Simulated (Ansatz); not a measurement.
SnO (CsCl type, Pm-3m) under volume change, DFT-r²SCAN in the program Ansatz with PAW potentials, scaled uniformly.

| V (Å³/atom) | E − E(relaxed) (meV/atom) | P (GPa) |
|---|---|---|
| 13.579 | 50.0 | 12.99 |
| 14.027 | 21.0 | 7.93 |
| 14.474 | 5.0 | 3.64 |
| 14.922 | 0.0 | 0.02 |
| 15.370 | ___ | ___ |
| 15.817 | ___ | ___ |
| 16.265 | 35.4 | -7.82 |

Problem. Some entries are withheld; supply them.

Solution. 
- 15.817, E − E(relaxed) (meV/atom): 16.6
- 15.817, P (GPa): -5.63
- 15.370, E − E(relaxed) (meV/atom): 4.3
- 15.370, P (GPa): -3.04

Problem. What does a third-order Birch–Murnaghan fit give for V₀, B₀ and B′?

Solution. V₀ = 14.93 Å³/atom, B₀ = 111 GPa, B′ = 4.6.

A made-up cell: these elements were put on the sites of a structure type; neither database checked (COD, Materials Project) lists it. It is not the phase usual at ambient conditions (space group No. 129). The r²SCAN relaxation kept the symmetry of its start. At this level the phase is mechanically unstable. Scalar-relativistic: spin–orbit coupling is off unless named, which matters more the heavier the elements.

Potentials: the later of the program's two PAW sets.
